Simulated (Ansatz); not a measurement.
YPd$_{3}$:
```
CELL_PARAMETERS angstrom
      4.09501     0.00000     0.00000
      0.00000     4.09501     0.00000
      0.00000     0.00000     4.09501
ATOMIC_POSITIONS crystal
  Y  0.00000 0.00000 0.00000
  Pd 0.00000 0.50000 0.50000
  Pd 0.50000 0.00000 0.50000
  Pd 0.50000 0.50000 0.00000
```

Relaxed with r²SCAN.

Problem. Map the electron localisation function on the plane through (0.000, 0.000, 0.000) spanned by u = [1, 1, 0] and v = [1, 0, 1] in lattice vectors, from the program Ansatz at the r²SCAN level (PAW).

Solution. x is the fraction of u, y of v (the angle between them is 60°; rows are the nearest grid lines); atoms in the plane: Y at (0.00, 0.00), Pd at (0.50, 0.50), Pd at (0.00, 0.50), Pd at (0.50, 0.00).
```
|:+%@@=  .:=++-..-++=:.  =@@%+:|
|++%@@#. .:-=++-:-++=-:. .#@@%+|
|@@@@@%-  ..:-=+++++=-:..  -%@@|
|@@@@@#:  ....:=++++=:....  :#@|
|=#%%#=.  ......:---:......  .=|
| .:-:.   ..................   |
|..     ..:::..............:::.|
|::......::---:...........:---:|
|=-:.....:-==+==:........:==+==|
|+=-:....:-=+++++-.......-+++++|
|-++=:....:=++--=++-.....-++=--|
|.-++=.....=++-.:=++:....:++=:.|
|.:=++:....:++=:.-++=.....=++-.|
|--=++-.....-++=--++=:....:=++-|
|+++++-.......-+++++=-:....:-=+|
|==+==:........:==+==-:.....:-=|
|:---:...........:---::......::|
|.:::..............:::..     ..|
|   ..................   .:-:. |
|=.  ......:---:......  .=#%%#=|
|@#:  ....:=++++=:....  :#@@@@@|
|@@%-  ..:-=+++++=-:..  -%@@@@@|
|+%@@#. .:-=++-:-++=-:. .#@@%++|
|:+%@@=  .:=++-..-++=:.  =@@%+:|
```
Scale: ten equal steps from 0.093 (start of ' ') to 0.858 (end of '@'), in the order ' .:-=+*#%@'; x runs from 0.000 to 1.00, y from 0.000 (bottom) to 1.00 (top).

The density is the valence pseudo-density with augmentation charge, so density and ELF within about 1 Å of a nucleus are not all-electron values.

Space group Pm-3m (Cu3Au type). The workflow started from an entry of the Crystallography Open Database (COD). Whether it is the stable phase at ambient conditions was not checked. The r²SCAN relaxation kept the symmetry of its start; its stability against distortions is not shown here. The run is not spin-polarised.

Potentials: the later of the program's two PAW sets.
